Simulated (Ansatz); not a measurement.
BaMgF4:
```
CELL_PARAMETERS angstrom
      2.04573    -7.28680     0.00000
      2.04573     7.28680     0.00000
      0.00000     0.00000     5.82281
ATOMIC_POSITIONS crystal
  Ba 0.65076 0.34924 0.14628
  Ba 0.34924 0.65076 0.64628
  Mg 0.91558 0.08442 0.18982
  Mg 0.08442 0.91558 0.68982
  F  0.42087 0.57913 0.20371
  F  0.57913 0.42087 0.70371
  F  0.80278 0.19722 0.38126
  F  0.19722 0.80278 0.88126
  F  0.02848 0.97152 0.00868
  F  0.97152 0.02848 0.50868
  F  0.16361 0.83639 0.41973
  F  0.83639 0.16361 0.91973
```

Cartesian axes are those of the cell as given.

Problem. Give the proper piezoelectric stress tensor with relaxed ions from PBEsol (plane waves, PAW; program Ansatz).

Solution. In C/m², rows x, y, z, Voigt columns; mesh uncertainty up to 0.00.
```
 0.00   0.00   0.00   0.00   0.02   0.00
 0.00   0.00   0.00   0.83   0.00   0.00
 0.01  -0.17  -0.60   0.00   0.00   0.00
```

The elastic tensor of the same run (GPa):

```
 142  36.6  66.4   0.0   0.0   0.0
36.6  77.1  31.5   0.0   0.0   0.0
66.4  31.5  95.5   0.0   0.0   0.0
 0.0   0.0   0.0  22.3   0.0   0.0
 0.0   0.0   0.0   0.0  52.1   0.0
 0.0   0.0   0.0   0.0   0.0  30.6
```

Problem. Convert to strain constants d = e·S.

Solution. In pC/N:
```
 0.0   0.0   0.0   0.0   0.4   0.0
 0.0   0.0   0.0  37.3   0.0   0.0
 4.5  -0.6  -9.2   0.0   0.0   0.0
```

Space group Cmc2_1. The workflow started from a Materials Project entry (that database holds measured and hypothetical structures alike); the Crystallography Open Database files this formula in space group No. 36, but the cells were not matched. Its standing as an ambient phase is unchecked. Symmetry was held in the PBEsol relaxation; whether a distortion lowers the energy is not shown. Signs of piezoelectric constants follow the polarity of the cell as given. Spin–orbit coupling is left out wherever it is not named.

Potentials: the earlier of the program's two PAW sets. The files were generated under PBE; for other functionals the program regenerates the frozen cores, and for LDA and PBEsol the local potential too.
